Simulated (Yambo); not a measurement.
NaAuO₂ (space group C2/m, No. 12), G0W0@PBEsol in Yambo with this input:

```
rim_cut
gw0
dyson
el_el_corr
HF_and_locXC
ppa
em1d
RandQpts= 1000000
RandGvec= 1 Ry
EXXRLvcs= 88 Ry
VXCRLvcs= 352 Ry
Chimod= "HARTREE"
% BndsRnXp
 6 | 107 |
%
NGsBlkXp= 8 Ry
% LongDrXp
 1.0 | 1.0 | 1.0 |
%
PPAPntXp= 27.2114 eV
% GbndRnge
 1 | 107 |
%
GTermKind= "BG"
DysSolver= "n"
ExtendOut
```

On a 4×4×2 mesh, with wavefunctions cut at 88 Ry, the gap ((0.25, -0.25, 0) → (0, 0.25, -0.5)) is 3.299 eV and the valence edge shifts by -0.705 eV.

Question: What happens with this change: 3 Ry block?

Answer: The gap rises by 0.116 eV, to 3.415 eV; the shift of the valence edge becomes -0.722 eV. Neither run is shown to be the converged limit. The mesh misses a band edge: along a dense path the PBEsol gap is 1.25 eV against 1.43 eV on the mesh.

Spin-orbit coupling is not included.

Geometry relaxed with PBEsol; primitive cell a = 3.638 Å, b = 3.638 Å, c = 6.145 Å, α = 116.24°, β = 116.24°, γ = 48.91°.

The structure is a Materials Project entry; no match was found in the copy of COD used, and its stability was not checked.

A shift is the quasiparticle energy of the state minus its PBEsol energy.
